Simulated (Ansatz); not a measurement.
## Notes on Ba2Hg

```xyz
3
Lattice="0.0000 4.1957 0.0000 4.1957 0.0000 0.0000 2.0978 2.0978 -7.5871" Properties=species:S:1:pos:R:3 pbc="T T T"
Ba    2.0978    2.0978   -1.9727
Ba    4.1957    4.1957   -5.6145
Hg    0.0000    0.0000    0.0000
```

Method: r2SCAN, no spin polarisation; PAW, plane waves to 500 eV, 8×8×8 Γ-centred mesh, fermi-dirac occupations (width 0.1126 eV) (Ansatz 0.2.0), atoms fixed.

Is the cell too large or too small?

The pressure is 0.3 GPa (compression positive), so with the atoms held at these fractions the cell is close to zero pressure.

What happens at the Fermi level?

It is a metal, with about 3 states/eV a cell as the mean within 0.25 eV of the Fermi level.

What do density and ELF say about some of the short contacts?

Ba–Hg at 3.56 Å: least valence density 0.10 e/Å³ and ELF 0.12 there. Ba–Ba at 3.95 Å: least valence density 0.04 e/Å³ and ELF 0.02 there, so no covalent bond. Hg–Hg at 4.20 Å: least valence density 0.07 e/Å³ and ELF 0.33 there. Both are smooth PAW fields, read partly inside the augmentation spheres.

Where is the largest force?

The largest is on Ba1 (and as large on other atoms): 0.12 eV/Å, components (0.00, 0.00, 0.12). It makes 56° with the line to a nearest neighbour, Hg3 at 3.56 Å.

Origin: a database entry at a rescaled volume.
